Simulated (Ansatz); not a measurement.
CdO (rock salt)

```xyz
2
Lattice="0.0000 2.3842 2.3842 2.3842 0.0000 2.3842 2.3842 2.3842 0.0000" Properties=species:S:1:pos:R:3 pbc="T T T"
O      0.0000     0.0000     0.0000
Cd     2.3842     2.3842     2.3842
```

The slice is a {110} plane (indices of the conventional cell) through the point (0.000, 0.000, 0.000) (fractional), spanned by u = [100] and v = [1 -1 -1] in vectors of this cell: u (3.37 Å) and v (4.77 Å, at 90° to u). It covers one period; positions are fractions (u, v).

Computed with PBE (plane waves to 420 eV, PAW, scalar-relativistic; Ansatz, an electronic-structure program). k mesh 12×12×12. Inside the PAW spheres the values are not all-electron values, and peaks at nuclei hang on which shells count as valence. CdO was relaxed with its symmetry unable to fall. The PAW data are Ansatz's earlier set.

Question: What is the valence density on the shortest O–Cd line in this plane (2.38 Å), at its minimum between the atoms?

Answer: 0.33 e/Å³.

Question: What is the ELF at the density minimum of the shortest O–Cd line in this plane (2.38 Å)?

Answer: 0.1.

Question: Predict the map of the electrostatic potential energy of an electron, from the cell's mean on the slice.

Answer: 
```
|xxxxxx999888999xxxxx|
|xxxxxx999888999xxxxx|
|xxxxxx999888999xxxxx|
|xxxxx99999999999xxxx|
|xxxx9999999999999xxx|
|67788999999999998877|
|44567788999998877654|
|00014678899988764100|
|xxxx0357899987530xxx|
|xxxxx03678987630xxxx|
|xxxxxx157888751xxxxx|
|xxxxxx046888640xxxxx|
|xxxxxx036888630xxxxx|
|xxxxxx036787630xxxxx|
|xxxxxx036888630xxxxx|
|xxxxxx046888640xxxxx|
|xxxxxx157888751xxxxx|
|xxxxx03678987630xxxx|
|xxxx0357899987530xxx|
|00014678899988764100|
|44567788999998877654|
|67788999999999998877|
|xxxx9999999999999xxx|
|xxxxx99999999999xxxx|
|xxxxxx999888999xxxxx|
|xxxxxx999888999xxxxx|
|xxxxxx999888999xxxxx|
|xxxxxx899888998xxxxx|
```
Scale: ten equal steps from -1.00 (start of '0') to 7.82 (end of '9'), in the order '0123456789'. Values: electrostatic potential energy of an electron, from the cell's mean, in eV. The map has 20 points along u (one character each, u = 0 at the left) and 28 along v (v = 0 in the bottom row). Points within 1 Å of a nucleus are blanked (x), as the pseudised field means little there. Values under -1 eV are set to -1. The zero, the cell's mean, hangs on the PAW cores.
